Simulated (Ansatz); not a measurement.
HfO2:
```
CELL_PARAMETERS angstrom
      3.57679     0.00000     0.00000
      0.00000     3.57679     0.00000
      0.00000     0.00000     5.20265
ATOMIC_POSITIONS crystal
  Hf 0.00000 0.00000 0.00000
  Hf 0.50000 0.50000 0.50000
  O  0.00000 0.50000 0.19615
  O  0.00000 0.50000 0.69615
  O  0.50000 0.00000 0.30385
  O  0.50000 0.00000 0.80385
```

This is the r²SCAN-relaxed structure. Tensor components refer to the Cartesian frame of this cell.

### Question
All from r²SCAN (plane waves, PAW; program Ansatz), unless another level is named. Give the Debye temperature from the elastic constants.

### Answer
371 K.

### Question
What about the elastic constants (relaxed ions, GPa)?

### Answer
C11 = 395, C12 = 247, C13 = 70.2, C33 = 314, C44 = 17.9, C66 = 184.

Space group P4_2/nmc. This is a known high-temperature phase of the composition, computed here at zero pressure and temperature. The cell was relaxed with r²SCAN under the symmetry of its start; of distortions, only those at the zone centre were tested. No spin polarisation was allowed. Spin–orbit coupling is left out wherever it is not named.

Potentials: the later of the program's two PAW sets.
